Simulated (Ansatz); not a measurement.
YRu$_{2}$Si$_{2}$ (space group I4/mmm)

```cif
data_Ru4Si4Y2
_chemical_formula_sum 'Y2 Si4 Ru4'
_space_group_name_H-M_alt 'I4/mmm'
_space_group_IT_number 139
_space_group_name_Hall '-I 4 2'
_cell_length_a 4.16547
_cell_length_b 4.16547
_cell_length_c 9.53719
_cell_angle_alpha 90.000
_cell_angle_beta 90.000
_cell_angle_gamma 90.000
loop_
_atom_site_label
_atom_site_type_symbol
_atom_site_symmetry_multiplicity
_atom_site_Wyckoff_symbol
_atom_site_fract_x
_atom_site_fract_y
_atom_site_fract_z
_atom_site_occupancy
Y1 Y 2 a 0.00000 0.00000 0.00000 1
Si1 Si 4 e 0.00000 0.00000 0.36697 1
Ru1 Ru 4 d 0.00000 0.50000 0.25000 1
```
(The calculation used a cell of 5 atoms; values per cell refer to that cell.)

Two coordinates are scanned: the volume, and the ratio of the stretch along z (the conventional c axis) to the stretch across it. Atoms keep their fractional coordinates.

The numbers are results of r2SCAN (plane waves to 500 eV, PAW, scalar-relativistic; Ansatz, a program for electronic structure), not measurements. k mesh 16×16×16 (Γ-centred), Fermi-Dirac smearing 0.05 eV. The energy includes the smearing's −TS. As the atoms are clamped, bonds stretch with the cell, which overstates energies and stresses. With partly filled bands, the response to shear is sensitive to the k mesh, so small differences along c/a are uncertain. YRu2Si2 is run without spin polarisation. YRu2Si2 was relaxed with its symmetry unable to fall. The zero of ΔE is the relaxed starting cell.

Task: What ΔE (meV/atom) does the calculation give at all points of the grid V/V₀ = 0.920, 0.960, 1.000, 1.040, 1.080 by (c/a)/(c/a)₀ = 0.960, 0.980, 1.000, 1.020, 1.040?

Result: ΔE (meV/atom), with V/V₀ across and (c/a)/(c/a)₀ down:

```
(c/a)/(c/a)₀ \ V/V₀  0.920  0.960  1.000  1.040  1.080
-------------------  -----  -----  -----  -----  -----
0.960                   70     22     10     27     68
0.980                   67     16      2     18     58
1.000                   69     16      0     14     52
1.020                   76     20      2     14     50
1.040                   88     29      9     18     53
```

(Under strain, the slope of the energy per volume gives the stress and its curvature an elastic modulus.)
